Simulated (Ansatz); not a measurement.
BAs in space group P-6m2 (No. 187; B on 1a, As on 1f) under volume change, DFT-PBE in the program Ansatz with PAW potentials, shape and atoms relaxed at each volume.

```tsv
V (Å³/atom)	E − E(relaxed) (meV/atom)	P (GPa)
11.662	43.8	13.25
12.047	18.3	8.09
12.431	4.3	3.70
12.816	0.0	0.01
13.200	3.9	-3.14
13.585	14.8	-5.87
13.969	31.7	-8.21
```

Task: What does a third-order Birch–Murnaghan fit give for V₀, B₀ and B′?

Result: V₀ = 12.82 Å³/atom, B₀ = 114 GPa, B′ = 4.3.

The cell is a constructed one: a structure type filled with these elements; neither database checked (COD, Materials Project) lists it. It is not the phase usual at ambient conditions (space group No. 216). The cell was relaxed with PBE under the symmetry of its start; its stability against distortions is not shown here.

Potentials: the later of the program's two PAW sets.
